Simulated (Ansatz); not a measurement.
The relaxed structure here is a generated cell of Nb: the first start was made by placing the elements on the sites of a structure type, and the end was not matched to a known phase here, so it may be hypothetical. Known forms of Nb include space group No. 229.

A relaxed cell of Nb (I4₁/amd (No. 141)), relaxed on a k-mesh at least as fine as the one used below. The numbers are results of r2SCAN (plane waves to 500 eV, PAW, scalar-relativistic; Ansatz, a quantum-chemistry and plane-wave program), not measurements. Γ-centred k-mesh 13×13×13 on the run's cell (coarser than for final values), Fermi–Dirac smearing 0.05 eV.

```yaml
crystal:
  lattice:
    - [-5.18355, 5.18355, 2.83017]
    - [0.00000, 0.00000, 2.83017]
    - [0.00000, 5.18355, 0.00000]
  atoms:
    - { symbol: Nb, position: [0.00000, 0.25000, 0.50000] }
    - { symbol: Nb, position: [0.50000, 0.25000, 0.50000] }
    - { symbol: Nb, position: [0.00000, 0.00000, 0.00000] }
    - { symbol: Nb, position: [0.50000, 0.00000, 0.00000] }
```

The atoms are displaced along an unstable phonon of this cell by (Å):

```json
[
 {"atom": "Nb1", "ux": "0.000", "uy": "-0.150", "uz": "0.000"},
 {"atom": "Nb2", "ux": "0.000", "uy": "0.150", "uz": "0.000"},
 {"atom": "Nb3", "ux": "0.000", "uy": "-0.150", "uz": "0.000"},
 {"atom": "Nb4", "ux": "0.000", "uy": "0.150", "uz": "0.000"}
]
```

### Question
What forces (eV/Å) and pressure result?

### Answer
| atom | Fx | Fy | Fz |
|---|---|---|---|
| Nb1 | 0.00 | -0.54 | 0.10 |
| Nb2 | 0.00 | 0.54 | 0.10 |
| Nb3 | 0.00 | -0.54 | -0.10 |
| Nb4 | 0.00 | 0.54 | -0.10 |

Pressure -0.8 GPa.

### Question
Estimate the energy cost of the displacement in the harmonic approximation and compare with the calculation.

### Answer
For a harmonic well ΔE = −½ Σ F·u = -0.163 eV a cell, or -41 meV/atom. The calculated energy relative to the undisplaced cell is -0.05 eV/atom, so the harmonic estimate holds well.

The undisplaced cell is probably no minimum: from this displacement the run went on to Pnma (No. 62), 0.49 eV/atom below it.

No spin polarisation in the result.
